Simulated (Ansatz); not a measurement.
Bi2Te3 (Bi2Te3 type, space group R-3m)

```
CELL_PARAMETERS angstrom
      2.19374     1.26655    10.09654
     -2.19374     1.26655    10.09654
      0.00000    -2.53311    10.09654
ATOMIC_POSITIONS crystal
  Bi 0.40015 0.40015 0.40015
  Bi 0.59985 0.59985 0.59985
  Te 0.00000 0.00000 0.00000
  Te 0.20936 0.20936 0.20936
  Te 0.79064 0.79064 0.79064
```

In this cell atom 3 (Te, nearest neighbour Bi at 3.242 Å; its periodic images, 4.4 Å or more away, move with it) is moved by u·(1.000, 0.000, 0.000) + v·(0.000, 0.000, 1.000); the rest is frozen.

Level of theory: PBE-D3(BJ) (plane waves to 420 eV, PAW, scalar-relativistic; Ansatz, a first-principles code). k mesh 7×7×7 (Γ-centred), Fermi-Dirac smearing 0.05 eV. Compression counts positive. Bi2Te3 was relaxed with its symmetry unable to fall. Spin-orbit coupling is left out, though Bi and Te are heavy. The PAW data are Ansatz's earlier set. 

```
P (GPa)     u = -0.490  u = -0.245  u = 0.000  u = 0.245  u = 0.490
----------  ----------  ----------  ---------  ---------  ---------
v = -0.490         ___        2.20       1.75       2.20        ___
v = -0.245        1.93         ___        ___        ___       1.93
v = 0.000         1.38        0.36       0.00       0.36       1.38
v = 0.245         1.93         ___        ___        ___       1.93
v = 0.490          ___        2.20       1.75       2.20        ___
```

**Question.** Fill in the missing entries.

**Answer.** 
- v = -0.490, u = -0.490: 3.55
- v = -0.490, u = 0.490: 3.55
- v = -0.245, u = -0.245: 0.83
- v = -0.245, u = 0.000: 0.45
- v = -0.245, u = 0.245: 0.83
- v = 0.245, u = -0.245: 0.83
- v = 0.245, u = 0.000: 0.45
- v = 0.245, u = 0.245: 0.83
- v = 0.490, u = -0.490: 3.55
- v = 0.490, u = 0.490: 3.55

(A displaced cell: forces are minus the slopes of the energy, force constants its curvatures, and phonons follow from these.)
